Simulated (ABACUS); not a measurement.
A self-consistent single point of SnSe (P1, 8 atoms in the cell; from Materials Project mp-691, changed as shown).

```xyz
8
Lattice="11.4883 0.0000 0.0000 0.0000 4.0639 0.0000 0.0000 0.0000 4.6299" Properties=species:S:1:pos:R:3 pbc="T T T"
Sn     7.1089     3.0480     1.7434
Sn     4.3795     1.0160     2.8865
Sn    10.1236     1.0160     4.0584
Sn     1.3647     3.0480     0.5716
Se     1.7066     1.0160     2.3575
Se     9.7817     3.0480     2.2725
Se     4.0376     3.0480     0.0425
Se     7.4508     1.0560     4.5874
```

Computed with PBE, numerical atomic orbitals DZP (confined pseudo-atomic orbitals with Gaussian additions; energy shift 0.01 Ry), PseudoDojo 0.5 standard norm-conserving PBE (tails mended) pseudopotentials (ABACUS).

ABACUS settings:

- basis: DZP numerical atomic orbitals, energy shift 0.01 Ry
- KPT: Gamma 2 4 4 0 0 0
- basis_type: lcao
- ecutwfc: 100 Ry
- smearing_method: gaussian
- smearing_sigma: 0.00367493 Ry
- potentials: PseudoDojo 0.5 standard norm-conserving PBE (tails mended)
- symmetry: 1
- symmetry_prec: 1e-05
- ks_solver: scalapack_gvx
- scf_nmax: 100
- scf_thr: 1.0e-07
- mixing_type: broyden

Results:

- Number of valence electrons: 120
- Number of bands: 73
- Number of k-points after the program's reduction: 20
- Size of the basis: 200
- Number of SCF iterations: 10
- Free energy E − TS: -21778.7174 eV
- Top of the valence band (on the code's own zero): 9.19 eV
- Gap on the k-point mesh: 1.05 eV
- Pressure: 3.53 GPa
- Largest force (vector length): 0.697 eV/Å

Forces (eV/Å):
| atom | Fx | Fy | Fz |
|---|---|---|---|
| Sn1 | -0.483 | 0.151 | 0.479 |
| Sn2 | 0.481 | -0.001 | -0.468 |
| Sn3 | 0.481 | -0.004 | 0.468 |
| Sn4 | -0.481 | 0.000 | -0.468 |
| Se5 | -0.358 | 0.001 | 0.464 |
| Se6 | 0.359 | 0.039 | -0.464 |
| Se7 | 0.358 | 0.010 | 0.464 |
| Se8 | -0.357 | -0.196 | -0.475 |

Stress (GPa, positive for compression):
```
3.71  0.00  0.00
0.00  4.10  0.21
0.00  0.21  2.78
```

Gaps are taken between levels on the mesh.

For comparison: a first run was changed to give this one (atom 8 moved by +0.04 angstrom along y), and from it to this one the free energy is nearly the same (within 1 meV/atom), the pressure moves little (3.52 to 3.53 GPa), the largest force goes from 0.671 to 0.697 eV/Å and the gap on the mesh hardly changes (1.048 to 1.047 eV).

The atom-centred basis is finite, which shifts total energies, pressures, gaps and forces against plane waves. The structure comes from a collection of computed structures, made at another level of theory; the collection holds predicted forms beside known ones. Its lattice was then scaled.

Cost on one core: around 60 core-seconds (rough).

The atomic orbitals were generated for these runs; they are not ABACUS's published sets and were checked against plane waves on a few crystals only.

“Tails mended”: in these copies of the files the far tail of each local potential was reset to the Coulomb form.
